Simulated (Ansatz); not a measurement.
# Kick test of a cell of Ga6GeTe

The cell was found from a proposed guess, not taken from experiment.

Level of theory: Ansatz 0.2.0, DFT PBE, scalar-relativistic, plane waves, PAW. Settings: cutoff 420 eV, Γ-centred mesh 6×6×6 on the computed 8-atom cell, Gaussian smearing of 0.10 eV; no spin polarisation.

The cell below (8 atoms, space group R-3 (No. 148)) is relaxed within its symmetry.

```
CELL_PARAMETERS angstrom
3.32123 1.91751 4.53518
-3.32123 1.91751 4.53518
0.00000 -3.83503 4.53518
ATOMIC_POSITIONS crystal
Ga 0.97350 0.77482 0.49131
Ga 0.77482 0.49131 0.97350
Ga 0.49131 0.97350 0.77482
Ga 0.22518 0.50869 0.02650
Ga 0.50869 0.02650 0.22518
Ga 0.02650 0.22518 0.50869
Ge 0.00000 0.00000 0.00000
Te 0.50000 0.50000 0.50000
```

For the test it was strained at random (σ = 1.5 % a component), the atoms were moved at random (σ = 0.15 Å), and all was relaxed again on a 6×6×6 mesh (in the run’s order of axes) with 0.20 eV smearing, with no symmetry imposed.

These runs have no spin–orbit coupling, which can matter for Te.

Q: Is the structure stable against such a distortion?

A: It doesn't return. The energy falls by 31 meV/atom on that mesh, the volume changes by 1.0 %, and the end has space group P1 (No. 1) at a loose tolerance. Relaxed again on an 8×6×6 mesh with 0.10 eV smearing, the new structure lies 32 meV/atom below the first (mesh in the axes of the run's cell; the cell below is made exact in the group named). Space group P1 (No. 1), triclinic, a = 5.271 Å, b = 6.299 Å, c = 6.492 Å, α = 92.1°, β = 112.4°, γ = 114.7°. Ga on its first site has 1 Ge at 2.63 Å, 3 Ga at 2.68–2.83 Å and 1 Te at 2.97 Å; Ga on its second site has 2 Ga at 2.59–2.63 Å, 1 Ga at 2.83 Å, 2 Ge at 2.94–2.95 Å, 1 Ga at 3.13 Å and 1 Te at 3.24 Å; Ge is surrounded by 4 Ga at 2.63–2.70 Å and 4 Ga at 2.94–2.95 Å; around Te lie 6 Ga at 2.97–3.02 Å and 2 Ga at 3.23–3.24 Å; 4 more sites not described.

```
Ga Ge Te
1.0
     5.27144    0.00000    0.00000
    -2.63243    5.72217    0.00000
    -2.47378   -1.40428    5.83593
Ga Ge Te
6 1 1
Cartesian
  -2.4339 1.2229 5.7398
  -0.0494 5.1487 1.1849
  0.1163 3.5839 3.2443
  0.1113 -0.8359 4.6475
  0.1067 0.7388 2.5889
  2.6756 3.0933 0.1004
  2.7395 -1.4039 5.8348
  -2.5259 2.1606 2.9212
```
